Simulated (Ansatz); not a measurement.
Structure relaxation, Li

The start is a generated trial cell of Li in the AFLOW prototype A_oF8_70_a. A full variable-cell relaxation at zero pressure is run with PBE (plane waves to 420 eV, PAW, scalar-relativistic; Ansatz, a program for electronic structure). The first steps use a coarse 12×12×12 k-mesh.

Input geometry:
```
Li
1.0
    0.00000     2.80337     4.93877
    1.53514     0.00000     4.93877
    1.53514     2.80337     0.00000
Li
2
Direct
  0.25000   0.25000   0.25000
  0.00000   0.00000   0.00000
```

* **Energy released**: 0.01 eV/atom
* **Volume change**: -4.8 %, from 21.25 to 20.23 Å³/atom
* **Optimiser moves**: 9

Final values are on a 18×18×18 k-mesh of the relaxed cell. No spin polarisation in the result.

The run could not lose the symmetry of its start, so the end can be a saddle point.

All atoms sit on sites fixed by symmetry, so only the cell could relax.

The relaxed structure here is a generated cell of Li: the first start was made by placing the elements on the sites of a structure type, and the end was not matched to a known phase here, so it may be hypothetical. Known forms of Li include space group No. 229.
